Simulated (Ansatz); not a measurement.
ZrRh₃ (Cu3Au type, space group No. 221) at seven volumes, r²SCAN (plane waves, PAW; program Ansatz), scaled uniformly. One row is withheld.

| V (Å³/atom) | P (GPa) |
|---|---|
| 13.799 | 26.96 |
| 14.254 | 16.41 |
| 14.709 | 7.51 |
| 15.163 | 0.01 |
| 15.618 | -6.31 |
| 16.073 | ? |
| 16.528 | -16.12 |

Fit the shown pressures and predict the withheld one.

Third-order Birch–Murnaghan: P = (3/2)B₀(x^(7/2) − x^(5/2))[1 + (3/4)(B′ − 4)(x − 1)] with x = (V₀/V)^(2/3). Least squares on the six rows gives V₀ = 15.164 Å³/atom, B₀ = 229.0 GPa, B′ = 4.68. At V = 16.073, x = 0.9619 and P = -11.64 GPa. The run itself gave -11.64 GPa.

Space group Pm-3m (Cu3Au type). The workflow started from an entry of the Crystallography Open Database (COD). Its standing as an ambient phase is unchecked. Symmetry was held in the r²SCAN relaxation; whether a distortion lowers the energy is not shown. The run is not spin-polarised.

Potentials: the later of the program's two PAW sets.
